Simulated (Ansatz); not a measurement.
The start is a generated trial cell of Bi2Te3 in the AFLOW prototype A2B3_tP10_127_g_ah (D5_a). Cell shape, volume and atoms are optimised at zero target pressure with r2SCAN (plane waves to 500 eV, PAW, scalar-relativistic; Ansatz, an electronic-structure program). First-step values are on the input's coarse k-mesh.

Ansatz input (later rounds restart from its end on a renewed k-mesh):
Ansatz 0.2 input:
```yaml
crystal:
  lattice:
    - [8.7227647, 0, 0]
    - [0, 8.7227647, 0]
    - [0, 0, 4.6250961]
  atoms:
    - { symbol: Te, position: [0, 0, 0] }
    - { symbol: Te, position: [0.5, 0.5, 0] }
    - { symbol: Te, position: [0.1821, 0.6821, 0.5] }
    - { symbol: Te, position: [0.6821, 0.8179, 0.5] }
    - { symbol: Te, position: [0.3179, 0.1821, 0.5] }
    - { symbol: Te, position: [0.8179, 0.3179, 0.5] }
    - { symbol: Bi, position: [0.3841, 0.8841, 0] }
    - { symbol: Bi, position: [0.8841, 0.6159, 0] }
    - { symbol: Bi, position: [0.1159, 0.3841, 0] }
    - { symbol: Bi, position: [0.6159, 0.1159, 0] }
basis: { ecutwfc: 500, ecutrho_ratio: 4, xc_grid: 4, fft_grid_basis: typed }
kpoints: { mp_grid: { grid: [3, 3, 5] } }
hamiltonian:
  xc: r2scan
  dispersion: none
  pseudopotentials: { azcp: { folder: ./paw }, kind: paw }
scf: { occupations: { method: fermi_dirac, width: 0.05 } }
relax: { f_tol: 0.01, max_steps: 100, cell: { stress_tol: 0.02 } }
output: { forces: true, stress: true }
```

### Question
How large is the pressure on the unrelaxed cell, and of which sign?

### Answer
-3 GPa (negative: the cell is under tension).

### Question
How much energy is released per atom?

### Answer
0.33 to 0.34 eV/atom (the two k-meshes of the run give this range).

### Question
How do the shortest distances between atoms change?

### Answer
The closest pairs of elements (up to four, under 3.6 Å), start → end: Bi–Bi 2.86 → 4.26 Å; Bi–Te 3.40 → 2.96 Å; Te–Te 3.94 → 3.51 Å.

### Question
What band gap does the relaxed structure have at this level?

### Answer
Zero (metallic).

### Question
Write out the relaxed structure.

### Answer

```cif
data_Bi4Te6
_chemical_formula_sum 'Te6 Bi4'
_space_group_name_H-M_alt 'P4/mbm'
_space_group_IT_number 127
_space_group_name_Hall '-P 4 2ab'
_cell_length_a 8.94549
_cell_length_b 8.94549
_cell_length_c 4.25693
_cell_angle_alpha 90.000
_cell_angle_beta 90.000
_cell_angle_gamma 90.000
loop_
_atom_site_label
_atom_site_type_symbol
_atom_site_symmetry_multiplicity
_atom_site_Wyckoff_symbol
_atom_site_fract_x
_atom_site_fract_y
_atom_site_fract_z
_atom_site_occupancy
Te1 Te 2 a 0.00000 0.00000 0.00000 1
Te2 Te 4 h 0.13853 0.36147 0.50000 1
Bi1 Bi 4 g 0.30081 0.19919 0.00000 1
```

The space group stays P4/mbm (No. 127) (the run could not lower it), with 10 atoms in the primitive cell. Final values are on a 6×6×11 k-mesh of the relaxed cell. No spin polarisation in the result.

The run could not lose the symmetry of its start, so the end can be a saddle point.

The relaxed structure here is a generated cell of Bi2Te3: the first start was made by placing the elements on the sites of a structure type, and the end was not matched to a known phase here, so it may be hypothetical. Known forms of Bi2Te3 include space group No. 166.
